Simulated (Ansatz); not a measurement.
**Si2Ni: from a starting cell to a relaxed one**

The start is a relaxed Si2Ni cell with every coordinate shifted by Gaussian noise of σ = 0.45 Å. The cell and all atomic positions are relaxed at zero pressure with PBE (plane waves to 420 eV, PAW, scalar-relativistic; Ansatz, an electronic-structure program). The first steps use a coarse 7×7×7 k-mesh.

The start:
```yaml
crystal:
  lattice:
    - [0.00000, 2.72203, 2.72203]
    - [2.72203, 0.00000, 2.72203]
    - [2.72203, 2.72203, 0.00000]
  atoms:
    - { symbol: Ni, position: [0.85908, 0.00731, 0.38994] }
    - { symbol: Si, position: [0.17888, 0.30170, 0.27733] }
    - { symbol: Si, position: [0.61790, 0.65191, 0.97423] }
```

Q: How large is the pressure on the unrelaxed cell, and of which sign?

A: +39 GPa (positive: the cell is compressed).

Q: What is the largest force in the starting geometry, and on which atom (counted from 1)?

A: About 6.9 eV/Å, on Ni1 (atoms numbered as listed).

Q: Is the parent structure recovered?

A: The parent structure is recovered, Fm-3m (No. 225).

Q: How do the shortest distances between atoms change?

A: The closest pairs of elements (up to four, under 3.6 Å), start → end: Ni–Si 1.83 → 2.36 Å; Si–Si 2.18 → 2.72 Å.

Q: Is the relaxed structure metallic? Give its gap.

A: Zero (metallic).

Final values are on a 15×15×15 k-mesh of the relaxed cell. No spin polarisation in the result. A magnetic state may lie lower.
